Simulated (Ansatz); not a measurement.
Input, command and steps of an Ansatz relaxation.

```yaml
crystal:
  lattice:
    - [0.0, 2.967667, 2.967667]
    - [2.967667, 0.0, 2.967667]
    - [2.967667, 2.967667, 0.0]
  atoms:
    - { symbol: Te, position: [0.5, 0.5, 0.5] }
    - { symbol: As, position: [0.0, 0.0, 0.0] }
basis:
  ecutwfc: 500
kpoints:
  mp_grid: { grid: [12, 12, 12] }
hamiltonian:
  xc: r2scan
scf:
  occupations: { method: gaussian, width: 0.1 }
output:
  forces: true
  stress: true
  eigenvalues: true
relax:
  adjacent_minimum: "off"
  f_tol: 0.005
  max_steps: 80
  cell: { stress_tol: 0.05 }
```

```bash
ansatz run input.yaml --threads 1 --pin off --max-ram 2560MiB --backend cpu --events-out ev --progress --plain --runs-dir out
```

The calculation used DFT r2SCAN, scalar-relativistic, plane waves, PAW (Ansatz).

Of 4 frames 3 are shown, positions in Å and forces in eV/Å; the SCF threshold varies from step to step. Steps run on the plane waves of an earlier cell, with a Pulay correction in the pressure. The basis is chosen afresh for the last frame, the zero of the energies, and at times for earlier ones too; energy and pressure step there, also at an unchanged geometry.

```xyz
2
Lattice="0.0000 2.9677 2.9677 2.9677 0.0000 2.9677 2.9677 2.9677 0.0000" Properties=species:S:1:pos:R:3:forces:R:3 pbc="T T T" step=1 free_energy_over_end_meV_per_atom=1.41 pressure_GPa=-1.06
Te    2.9677    2.9677    2.9677    0.0000    0.0000    0.0000
As    0.0000    0.0000    0.0000    0.0000    0.0000    0.0000
2
Lattice="0.0000 2.9388 2.9388 2.9388 0.0000 2.9388 2.9388 2.9388 0.0000" Properties=species:S:1:pos:R:3:forces:R:3 pbc="T T T" step=2 free_energy_over_end_meV_per_atom=0.90 pressure_GPa=0.94
Te    2.9388    2.9388    2.9388    0.0000    0.0000    0.0000
As    0.0000    0.0000    0.0000    0.0000    0.0000    0.0000
2
Lattice="0.0000 2.9522 2.9522 2.9522 0.0000 2.9522 2.9522 2.9522 0.0000" Properties=species:S:1:pos:R:3:forces:R:3 pbc="T T T" step=4 free_energy_over_end_meV_per_atom=0.00 pressure_GPa=-0.03
Te    2.9522    2.9522    2.9522    0.0000    0.0000    0.0000
As    0.0000    0.0000    0.0000    0.0000    0.0000    0.0000
```

It took 43 s on 1 thread of Arm Neoverse V1, with other jobs on the host, peak memory 0.54 GiB.